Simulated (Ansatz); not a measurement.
## Elastic constants of InSb at 11 GPa (stress–strain coefficients): input and output

The calculation used Ansatz 0.2.0, DFT LDA, scalar-relativistic, plane waves, PAW.

Launched with:
```bash
ansatz run input.yaml --threads 1 --pin off --max-ram 3072MiB --backend cpu --events-out ev --progress --plain --runs-dir out
```

Input (bare energies are in eV):
```yaml
crystal:
  lattice:
    - [0.0, 3.0566430625, 3.0566430625]
    - [3.0566430625, 0.0, 3.0566430625]
    - [3.0566430625, 3.0566430625, 0.0]
  atoms:
    - { symbol: In, position: [0.0, 0.0, 0.0] }
    - { symbol: Sb, position: [0.75, 0.75, 0.75] }
basis:
  ecutwfc: 420
kpoints:
  mp_grid: { grid: [12, 12, 12] }
hamiltonian:
  xc: lda
scf:
  occupations: { method: fixed }
output:
  forces: true
  stress: true
  eigenvalues: true
  polarization: {}
elastic:
  mode: relaxed_ion
  stencil: two_point
```

From the output:
```
--- Elastic constants: 2 strain directions × 2 members + reference (group order 24) ---
  dense FFT box of the reference and of every strained cell: 30×30×30
  strains applied: 11, 23; error gains: componentwise 1.00 (the most a stress slope's error grows in a printed constant), spectral 1.73 (1 for all six strains in a standard setting)
  C = ∂σ_k/∂η_j (tension-positive GPa; Voigt order 11 22 33 23 13 12):
       110.512     86.960     86.960     -0.000     -0.000     -0.000
        86.960    110.512     86.960     -0.000      0.000     -0.000
        86.960     86.960    110.512     -0.000     -0.000      0.000
         0.000     -0.000     -0.000     27.622      0.000      0.000
         0.000      0.000     -0.000     -0.000     27.622     -0.000
         0.000     -0.000     -0.000      0.000     -0.000     27.622
  reference stress σ⁰ (GPa):    -10.995    -10.995    -10.995     -0.000      0.000     -0.000
  C* (energy form; C + prestress term) asymmetry max|C*_kj − C*_jk| = 2.842e-14 GPa — a small one proves nothing (zero by symmetry where the batch's group is 432, −43m or m−3m); a large one is finite-difference/SCF noise where every solve ...
  moduli (Voigt/Reuss/Hill, GPa): K = 94.81/94.81/94.81   G = 21.28/17.96/19.62   E = 55.06   ν = 0.403
  mechanically stable: yes (min eigenvalue of sym C = 23.55 GPa)
  e, the proper piezoelectric tensor (elastic.mode: relaxed_ion; C/m²; rows x y z; Voigt order 11 22 33 23 13 12):
      -0.00000   -0.00000   -0.00000   -0.13974    0.00000    0.00000
       0.00000   -0.00000   -0.00000   -0.00000   -0.13974   -0.00000
       0.00000   -0.00000   -0.00000    0.00000   -0.00000   -0.13974
  ±, each entry's uncertainty from the finite density of the strings (C/m²), an estimate: the size of the correction for it that the entry includes:
       0.00000    0.00000    0.00000    0.00450    0.00000    0.00000
       0.00000    0.00000    0.00000    0.00000    0.00450    0.00000
       0.00000    0.00000    0.00000    0.00000    0.00000    0.00450
  the group's symmetry takes up to 9.4e-9 C/m² out of the measured responses: error of the strings' finite density and of the mesh across them, as far as it breaks the symmetry (raise kpoints.mp_grid and any string_points); the largest step ...
  strain η (Voigt 11):  stress-route row diagonal C_11 = 110.51 GPa, energy-path curvature d²(F+E_count+ΔE)/dδ²/Ω₀ = 110.50 GPa
         δ    σ_11 (GPa) F (eV) n_scf n_hpsi n_pw
    -2.000e-3     -11.2166      -11792.8583813       9   66628   1131   relax 0 steps, max|allowed force component| 5.55e-17 eV/Å
     2.000e-3     -10.7746      -11792.8740618       9   66123   1139   relax 0 steps, max|allowed force component| 1.60e-16 eV/Å
  strain η (Voigt 23):  stress-route row diagonal C_44 = 27.62 GPa, energy-path curvature d²(F+E_count+ΔE)/dδ²/Ω₀ = 33.12 GPa
         δ    σ_23 (GPa) F (eV) n_scf n_hpsi n_pw
    -2.000e-3      -0.0552      -11792.8662765       2   45870   1139   relax 3 steps, max|allowed force component| 4.64e-5 eV/Å
     2.000e-3       0.0552      -11792.8662765       2   45831   1139   relax 3 steps, max|allowed force component| 4.64e-5 eV/Å
--- Formal polarisation (Berry phase): one branch of a lattice of values; only differences between neighbouring runs are physical ---
  axis mesh electronic ionic p = total spread (rad) least overlap resolved gap  δp at fixed H ≤   (phases in cycles; p mod 1; gap in eV; gap and δp judge the states as solved, not the mesh's step, its ...
  b1    12×12×12        0.50000000    11.25000000    11.75000000      0.312832         0.7804        0.6068           1.2e-5
  b2    12×12×12        0.50000000    11.25000000    11.75000000      0.312832         0.7804        0.6068           1.2e-5
  b3    12×12×12        0.50000000    11.25000000    11.75000000      0.312832         0.7804        0.6068           1.2e-5
  quantum along a1:   0.07568251 e/Å² =   121.256755 µC/cm²
  quantum along a2:   0.07568251 e/Å² =   121.256755 µC/cm²
  quantum along a3:   0.07568251 e/Å² =   121.256755 µC/cm²
  P = (  1.25761704,   1.25761704,   1.25761704) e/Å² = ( 2014.924631,  2014.924631,  2014.924631) µC/cm²  (mod the quanta)
```

It took 11 min on 1 thread of Intel(R) Xeon(R) Processor @ 2.50GHz (Skylake/Cascade Lake), on a shared host, peak memory 0.99 GiB.

Spin–orbit coupling is left out, which matters for heavy elements. The real crystal has changed phase below this pressure. The bands were filled as in an insulator; under compression the gap may have closed between mesh points.